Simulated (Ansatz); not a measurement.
SiGe in space group Pmma (No. 51; Si on 2e, Ge on 2f), plane-wave PAW PBE (Ansatz code). The conduction-band minimum lies at T, with 1 equivalent valley. Second derivatives d²E/dk² of the lowest band at one valley (eV·Å²), along Cartesian directions:

```csv
direction,d²E/dk²
[100],119.3
[010],36.07
[001],79.40
[110],77.83
[101],99.42
[011],57.53
```

### Question
Find the principal effective masses, the density-of-states mass and the conductivity mass.

### Answer
Off-diagonal terms follow from H_xy = H[110] − (H_xx + H_yy)/2, and m*/mₑ = 7.620 eV·Å² over each eigenvalue: 0.064, 0.096, 0.21. One valley's DOS mass (m₁m₂m₃)^(1/3) = 0.11, conductivity mass 3/(Σ 1/mᵢ) = 0.097 mₑ.

### Question
What effective density of states Nc follows at 300 K for parabolic valleys?

### Answer
Nc = 2.509e19 × 1 × (0.11)^(3/2) ≈ 9.2e17 cm⁻³.

The start of the workflow was typed in or built on a structure type; neither database checked (COD, Materials Project) lists it. Whether it is the stable phase at ambient conditions was not checked. The PBE relaxation kept the symmetry of its start; whether a distortion lowers the energy is not shown. Scalar-relativistic: spin–orbit coupling is off unless named, which matters more the heavier the elements.

Potentials: the earlier of the program's two PAW sets.

Edges and masses are those of Kohn–Sham bands, whose gap is no quasiparticle gap.
